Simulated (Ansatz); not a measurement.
NiGePd:
```xyz
6
Lattice="3.6085 0.0000 0.0000 0.0000 3.6085 0.0000 0.0000 0.0000 6.2181" Properties=species:S:1:pos:R:3 pbc="T T T"
Ni     1.8042     1.8042     0.0000
Ni     0.0000     0.0000     0.0000
Ge     1.8042     0.0000     1.5180
Ge     0.0000     1.8042     4.7001
Pd     1.8042     0.0000     3.9790
Pd     0.0000     1.8042     2.2391
```

This is the r²SCAN-relaxed structure.

**Question.** All from the program Ansatz at the r²SCAN level (PAW), unless another level is named. Give the electronic character.

**Answer.** metallic (no gap).

**Question.** And the density of states at the Fermi level?

**Answer.** 0.15 states/eV per atom (mean over ±0.08 eV).

**Question.** Give the formation energy from the elements (no fitted shifts).

**Answer.** -0.44 eV/atom.

Space group P4/nmm. The first step of the workflow began from a Materials Project structure, measured or hypothetical; the Crystallography Open Database copy checked does not list it. Whether it is the stable phase at ambient conditions was not checked. The r²SCAN relaxation kept the symmetry of its start; its stability against distortions is not shown here. The run is not spin-polarised. The references are the lowest solids computed at this level, not always the standard phases. Scalar-relativistic: spin–orbit coupling is off unless named, which matters more the heavier the elements.

Potentials: the later of the program's two PAW sets.
